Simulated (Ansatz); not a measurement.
Relaxed-ion elastic tensor of GaN (zinc blende, F-43m) in GPa (Voigt order), LDA (plane waves, PAW; program Ansatz); density 6.29 g/cm³, 11.06 Å³ per atom.

```
289  159  159  0.0  0.0  0.0
159  289  159  0.0  0.0  0.0
159  159  289  0.0  0.0  0.0
0.0  0.0  0.0  161  0.0  0.0
0.0  0.0  0.0  0.0  161  0.0
0.0  0.0  0.0  0.0  0.0  161
```

Question: Is the crystal mechanically stable?

Answer: Yes: the smallest eigenvalue of C is 131 GPa.

Question: Work out the Voigt, Reuss and Hill averages.

Answer: K_V = 202, K_R = 202, K_H = 202; G_V = 123, G_R = 101, G_H = 112 GPa.

Question: Give Young's modulus, Poisson's ratio, Pugh's ratio and the universal anisotropy index.

Answer: E = 9KG/(3K + G) = 284 GPa; ν = 0.27; K/G = 1.80 (near the Pugh limit of 1.75, no verdict); A_U = 5G_V/G_R + K_V/K_R − 6 = 1.05.

Question: Estimate the sound speeds and the Debye temperature.

Answer: v_l = √((K + 4G/3)/ρ) = 7480 m/s, v_t = √(G/ρ) = 4220 m/s, mean 4700 m/s; Θ = (h/k)(3n/4πV)^(1/3) v_m = 628 K.

Question: Give the Zener ratio and Young's modulus along [100], [110] and [111].

Answer: A = 2C44/(C11 − C12) = 2.47; 1/E = S11 − 2(S11 − S12 − S44/2)Γ with Γ = 0, 1/4, 1/3 gives 177, 296, 382 GPa.

Question: Solve the Christoffel equation for the three sound speeds along [100], [110], [111].

Answer: Eigenvalues of C_ijkl n_j n_l equal ρv² (piezoelectric stiffening left out). In km/s, slowest first: [100] 5.06, 5.06, 6.78; [110] 3.22, 5.06, 7.83; [111] 3.93, 3.93, 8.14.

Symmetry was held in the LDA relaxation; phonons on a q-mesh show no instability.

Potentials: the later of the program's two PAW sets.
